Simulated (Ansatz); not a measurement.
Consider the following.

TiPd:
```xyz
4
Lattice="4.4814 0.0000 0.0000 0.0000 2.7270 0.0000 0.0000 0.0000 4.7957" Properties=species:S:1:pos:R:3 pbc="T T T"
Ti     1.1204     0.0000     3.3575
Ti     3.3611     0.0000     1.4382
Pd     1.1204     1.3635     0.8932
Pd     3.3611     1.3635     3.9025
```

This is the LDA-relaxed structure.

**Question.** All from plane-wave PAW LDA (Ansatz code), unless another level is named. Estimate the highest zone-centre frequency.

**Answer.** 255 cm^-1.

**Question.** Give the bulk modulus (Birch–Murnaghan fit).

**Answer.** 185 GPa.

Space group Pmma. The first step of the workflow began from a Materials Project structure, measured or hypothetical; the Crystallography Open Database copy checked does not list it. COD files the formula under space group No. 221, so this cell is another polymorph or a model. With Ti and Pd taken as one species the cell has the higher symmetry Cmcm, so it may be an ordered model of a mixed-site phase. Its standing as an ambient phase is unchecked. Symmetry was held in the LDA relaxation. At this level the phase is mechanically unstable. The run is not spin-polarised. As this level gives no gap, phonon frequencies hold no LO–TO term and depend on the k-mesh and smearing (Fermi–Dirac, 0.1 eV here). On the denser mesh and wider smearing of the elastic run this cell carries a stress of 0.3 GPa.

Potentials: the later of the program's two PAW sets.
